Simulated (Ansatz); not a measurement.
K$_{2}$AgF$_{4}$ in space group Cmce (No. 64; Ag on 4a, K on 8f, F on 8f, F on 8e) at seven volumes, the program Ansatz at the LDA level (PAW), shape and atoms relaxed at each. One row is withheld.

```
V (Å³/atom)  P (GPa)
-----------  -------
14.672          5.90
15.156          3.64
15.639          1.70
16.123          0.00
16.607             ?
17.090         -2.55
17.574         -3.45
```

**Question.** Fit the shown pressures and predict the withheld one.

**Answer.** P = (3/2)B₀(x^(7/2) − x^(5/2))[1 + (3/4)(B′ − 4)(x − 1)] with x = (V₀/V)^(2/3). Least squares on the six rows gives V₀ = 16.133 Å³/atom, B₀ = 49.8 GPa, B′ = 4.72. At V = 16.607, x = 0.9809 and P = -1.35 GPa. The run itself gave -1.41 GPa.

The workflow started from an entry of the Crystallography Open Database (COD, 200 K). Whether it is the stable phase at ambient conditions was not checked. The LDA relaxation kept the symmetry of its start; its stability against distortions is not shown here. No spin polarisation was allowed.

Potentials: the later of the program's two PAW sets.
